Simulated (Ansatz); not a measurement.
The start is a generated trial cell of Ti3Al in the D019 structure type. A full variable-cell relaxation at zero pressure is run with PBEsol (plane waves to 420 eV, PAW, scalar-relativistic; Ansatz, a program for electronic structure). First-step values are on the input's coarse k-mesh.

Ansatz input (later rounds restart from its end on a renewed k-mesh):
Ansatz 0.2 input:
```yaml
crystal:
  lattice:
    - [5.9530287, 0, 0]
    - [-2.9765144, 5.1554741, 0]
    - [0, 0, 4.77479]
  atoms:
    - { symbol: Ti, position: [0.8391995, 0.678399, 0.25] }
    - { symbol: Ti, position: [0.1608005, 0.8391995, 0.75] }
    - { symbol: Ti, position: [0.321601, 0.1608005, 0.25] }
    - { symbol: Ti, position: [0.1608005, 0.321601, 0.75] }
    - { symbol: Ti, position: [0.8391995, 0.1608005, 0.25] }
    - { symbol: Ti, position: [0.678399, 0.8391995, 0.75] }
    - { symbol: Al, position: [0.33333333, 0.66666667, 0.25] }
    - { symbol: Al, position: [0.66666667, 0.33333333, 0.75] }
basis: { ecutwfc: 420, ecutrho_ratio: 4, xc_grid: 2, fft_grid_basis: typed }
kpoints: { mp_grid: { grid: [7, 7, 7] } }
hamiltonian:
  xc: pbesol
  dispersion: none
  pseudopotentials: { azcp: { folder: ./paw }, kind: paw }
scf: { occupations: { method: fermi_dirac, width: 0.05 } }
relax: { f_tol: 0.01, max_steps: 100, cell: { stress_tol: 0.02 } }
output: { forces: true, stress: true }
```

**Question.** What pressure does the first self-consistent step give?

**Answer.** -11.4 GPa (negative: the cell is under tension).

**Question.** How much energy is released per atom?

**Answer.** 0.11 eV/atom.

**Question.** How does the volume change?

**Answer.** -11.9 %, from 18.32 to 16.13 Å³/atom.

**Question.** How do the shortest distances between atoms change?

**Answer.** The closest pairs of elements (up to four, under 3.6 Å), start → end: Ti–Ti 2.87 → 2.79 Å; Al–Ti 2.98 → 2.81 Å.

**Question.** Is the relaxed structure metallic? Give its gap.

**Answer.** No gap (metallic).

**Question.** Give the final cell and atomic positions.

**Answer.** 
```cif
data_Al2Ti6
_chemical_formula_sum 'Ti6 Al2'
_space_group_name_H-M_alt 'P63/mmc'
_space_group_IT_number 194
_space_group_name_Hall '-P 6c 2c'
_cell_length_a 5.68726
_cell_length_b 5.68726
_cell_length_c 4.60790
_cell_angle_alpha 90.000
_cell_angle_beta 90.000
_cell_angle_gamma 120.000
loop_
_atom_site_label
_atom_site_type_symbol
_atom_site_symmetry_multiplicity
_atom_site_Wyckoff_symbol
_atom_site_fract_x
_atom_site_fract_y
_atom_site_fract_z
_atom_site_occupancy
Ti1 Ti 6 h 0.33935 0.16968 0.25000 1
Al1 Al 2 c 0.33333 0.66667 0.25000 1
```

The space group stays P6₃/mmc (No. 194) (the run could not lower it); the end is AFLOW prototype A3B_hP8_194_h_c (D0_19, as in Ni3Sn), with 8 atoms in the primitive cell. Final values are on a 10×10×10 k-mesh of the relaxed cell. No spin polarisation in the result.

The run could not lose the symmetry of its start; a randomly shaken copy of 8 atoms returns to this structure.
